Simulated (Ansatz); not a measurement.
Level of theory: Ansatz, DFT PBE, scalar-relativistic, plane waves, PAW. All cells share a 420 eV cutoff and Γ-centred k meshes spaced at most about 0.3 Å⁻¹ (about 0.25 or finer for metals, 2π included). No spin polarisation in the final relaxations.

All energies are static (0 K, no zero-point motion). All come from trial cells, and lower structures may exist.

Question: Which of these relaxed structures of CdS4 is the lowest in energy?
A.

Space group P-3m1 (No. 164). a = 3.652 Å, b = 3.652 Å, c = 8.378 Å, α = 90.00°, β = 90.00°, γ = 120.00°
```csv
atom,site,symmetry,x,y,z
Cd,1a,-3m.,0.0000,0.0000,0.0000
S,2d,3m.,0.3333,0.6667,0.8068
S,2d,3m.,0.3333,0.6667,0.4137
```

B.

Space group P6/mmm (No. 191). a = 5.419 Å, b = 5.419 Å, c = 5.023 Å, α = 90.00°, β = 90.00°, γ = 120.00°
| atom | site | symmetry | x | y | z |
| --- | --- | --- | --- | --- | --- |
| Cd | 1a | 6/mmm | 0.0000 | 0.0000 | 0.0000 |
| S | 3f | mmm | 0.5000 | 0.0000 | 0.0000 |
| S | 1b | 6/mmm | 0.0000 | 0.0000 | 0.5000 |

C.

Space group Im-3m (No. 229). a = 6.063 Å, b = 6.063 Å, c = 6.063 Å, α = 90.00°, β = 90.00°, γ = 90.00°
```
atom  site  symmetry       x       y       z
  Cd    2a      m-3m  0.0000  0.0000  0.0000
   S    8c      .-3m  0.2500  0.2500  0.7500
```

D.

Space group P4/mmm (No. 123). a = 4.839 Å, b = 4.839 Å, c = 4.989 Å, α = 90.00°, β = 90.00°, γ = 90.00°
| atom | site | symmetry | x | y | z |
| --- | --- | --- | --- | --- | --- |
| Cd | 1b | 4/mmm | 0.0000 | 0.0000 | 0.5000 |
| S | 4i | 2mm. | 0.0000 | 0.5000 | 0.1983 |

Answer: D. It has space group P4/mmm (No. 123); the next, A, with space group P-3m1 (No. 164), lies 0.32 eV/atom higher. Counting S atoms around Cd (those within 1.25 times the shortest such distance or 1.15 times the sum of covalent radii, 1.27 where that leaves under three), the lowest has Cd 8 and the next has Cd 6. The lowest holds S–S pairs (shortest 1.98 Å); in the next the shortest S–S distance is 2.56 Å, near bonding range too. Even the lowest lies +0.10 eV/atom against the elements.

A magnetic state wasn't ruled out in cells without spin, among them Im-3m, P6/mmm. Cells relaxed within their symmetry can be saddle points. Some types were kept out of the candidates beforehand, so the set may lack a known form.
